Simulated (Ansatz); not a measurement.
Each is relaxed and computed with r²SCAN (plane waves, PAW; program Ansatz). Which is the only one with a gap?
A. CsAs2Ru2, I4/mmm (Cs on 2a, As on 4e, Ru on 4d)
B. LaBRh3, cubic perovskite
C. CsPbBr3, cubic perovskite
D. CsAs2Ir2, I4/mmm (Cs on 2a, As on 4e, Ir on 4d)

C, CsPbBr3, cubic perovskite. CsPbBr3: gap 2.03 eV (direct); LaBRh3: metal; CsAs2Ru2: metal; CsAs2Ir2: metal. Not the usual ambient phase: CsPbBr3, cubic perovskite. Standing as an ambient phase not checked: LaBRh3, cubic perovskite; CsAs2Ru2, I4/mmm (Cs on 2a, As on 4e, Ru on 4d); CsAs2Ir2, I4/mmm (Cs on 2a, As on 4e, Ir on 4d). All cells were relaxed under the symmetry of their starts (and spin orders); stability against distortions was not tested throughout. Rows with no word on spin ran without spin polarisation. Scalar-relativistic: spin–orbit coupling is off unless named, which matters more the heavier the elements.

Potentials: the later of the program's two PAW sets.
